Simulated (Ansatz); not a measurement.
The cell below belongs to a search over invented structures; it isn't taken from experiment.

Input and command of a plane-wave DFT calculation in Ansatz:

```yaml
crystal:
  lattice:
    - [5.423764581, 0.0, 0.0]
    - [0.0, 5.423764581, 0.0]
    - [0.0, 0.0, 3.8467236286]
  atoms:
    - { symbol: In, position: [0.5, 0.5, 0.0] }
    - { symbol: In, position: [0.0, 0.0, 0.0] }
    - { symbol: C, position: [0.916783877, 0.583216123, 0.0] }
    - { symbol: C, position: [0.083216123, 0.416783877, 0.0] }
    - { symbol: C, position: [0.583216123, 0.083216123, 0.0] }
    - { symbol: C, position: [0.416783877, 0.916783877, 0.0] }
basis:
  ecutwfc: 420
kpoints:
  mp_grid: { grid: [8, 8, 10] }
hamiltonian:
  xc: pbe
scf:
  occupations: { method: gaussian, width: 0.1 }
output:
  forces: true
  stress: true
  eigenvalues: true
relax:
  adjacent_minimum: "off"
  f_tol: 0.01
  max_steps: 80
  cell: { stress_tol: 0.05 }
```

```bash
ansatz run input.yaml --threads 1 --pin off --max-ram 2560MiB --backend cpu --events-out ev --progress --plain --runs-dir out
```

Processor: Arm Neoverse V1, 1 thread, on a host shared with other jobs.

Question: Estimate time, memory and problem size.

Answer: About 9.7 min, peak memory 0.6 GiB. It solves 27 bands at 90 k points (after reduction by symmetry) with about 3215 plane waves (on the last cell), in 168 SCF iterations over 29 ionic steps.
